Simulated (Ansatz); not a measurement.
HfTi3O8 on the sites of the rutile structure (relaxed group Cmmm), relaxed with r2SCAN. The symmetry is Cmmm (No. 65, orthorhombic); a = 6.560 Å, b = 6.607 Å, c = 6.053 Å in the conventional setting, 10.93 Å³ an atom. Around Hf lie 6 O at 2.06–2.07 Å; around Ti lie 6 O at 1.96–1.98 Å and 1 Ti at 2.96 Å; around O lie 2 Ti at 1.98 Å and 1 Hf at 2.07 Å; around O lie 2 Ti at 1.94–1.97 Å and 1 Hf at 2.06 Å; around Ti lie 6 O at 1.94–2.02 Å; around O lie 3 Ti at 1.96–2.02 Å.

4 runs of Ansatz 0.2.0 on this cell differ in the functional (and in the settings that go with it). Levels are in eV from each run's valence top; v1 is the last filled band, c1 the first empty one.

Run A, mean stress +5.2 GPa (compression positive):
```tsv
point	v2	v1	c1	c2
Γ	-0.44	0.00	2.13	2.39
Y	-0.71	-0.53	2.02	2.39
Z	-0.67	-0.32	2.21	2.40
A₀	-1.20	-0.97	2.44	2.76
```

Run B, mean stress 0.0 GPa (compression positive):
```tsv
point	v2	v1	c1	c2
Γ	-0.46	0.00	2.48	2.76
Y	-0.74	-0.56	2.37	2.76
Z	-0.69	-0.34	2.55	2.75
A₀	-1.25	-1.01	2.79	3.11
```

Run C, mean stress -2.0 GPa (compression positive):
```tsv
point	v2	v1	c1	c2
Γ	-0.41	0.00	4.44	4.69
Y	-0.76	-0.59	4.29	4.71
Z	-0.71	-0.35	4.52	4.73
A₀	-1.33	-1.05	4.80	5.11
```

Run D, mean stress -1.9 GPa (compression positive):
```tsv
point	v2	v1	c1	c2
Γ	-0.44	0.00	3.68	3.93
Y	-0.77	-0.60	3.53	3.94
Z	-0.71	-0.35	3.76	3.97
A₀	-1.34	-1.05	4.03	4.34
```

Problem. Match the runs to PBE, r2SCAN, HSE06, PBE0.

Solution. A is PBE, B is r2SCAN, C is PBE0, D is HSE06. In order of the gap: PBE 2.01, r2SCAN 2.36, HSE06 3.52, PBE0 4.28 eV. The stress vanishes for r2SCAN, which relaxed the cell.

These are computed values for a spin-unpolarised cell that may be hypothetical; none is a measurement.

Spin-orbit coupling is left out, which matters wherever the heavy atoms make up the band edges.

The program warns that its thresholds are loose for a hybrid's stress.

The meshes of the hybrids are coarse, so their gaps aren't converged to the digits shown.
